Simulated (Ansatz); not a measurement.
Moving the choice of potentials or basis in CsLiCr2Te2S3

```
Cs Li Cr Te S
1.0
     7.28959   -2.10433    0.01772
     7.28959    2.10433    0.01772
    -2.53315    0.00000    7.28100
Cs Li Cr Te S
1 1 2 2 3
Direct
  0.50000 0.50000 0.00000
  0.00000 0.00000 0.50000
  0.32870 0.32870 0.43300
  0.67130 0.67130 0.56700
  0.80672 0.80672 0.17427
  0.19328 0.19328 0.82573
  0.16358 0.16358 0.39713
  0.83642 0.83642 0.60287
  0.50000 0.50000 0.50000
```

The cell comes from a database or a generator and needn't be the stable form of this composition.

Kept alike: task single point; functional PBE; k mesh 7 × 7 × 4; occupations fermi-dirac, width 0.05 eV; collinear spin, ferromagnetic start. Program: Ansatz. Cutoffs run from 871 to 1279 eV. The mesh is that of the run's cell of 9 atoms. No spin-orbit coupling.

| choice of potentials or basis | moment of the cell (μB) |
| --- | --- |
| Ansatz NC with PseudoDojo standard (PBE files) | 5.21 |
| Ansatz PAW (files of its older set among them) | 5.22 |
| JTH PAW | 5.21 |
| PseudoDojo standard (PBE files) | 5.32 |
| SPMS NC | 5.31 |

For a metal such a mesh leaves the last digits unconverged. The runs hold the magnetic state that their start led to, which needn't be the lowest.

Q: What does the choice of potentials or basis change here?

A: The moment of the cell runs from 5.21 (Ansatz NC with PseudoDojo standard (PBE files); JTH PAW) to 5.32 μB (PseudoDojo standard (PBE files)).
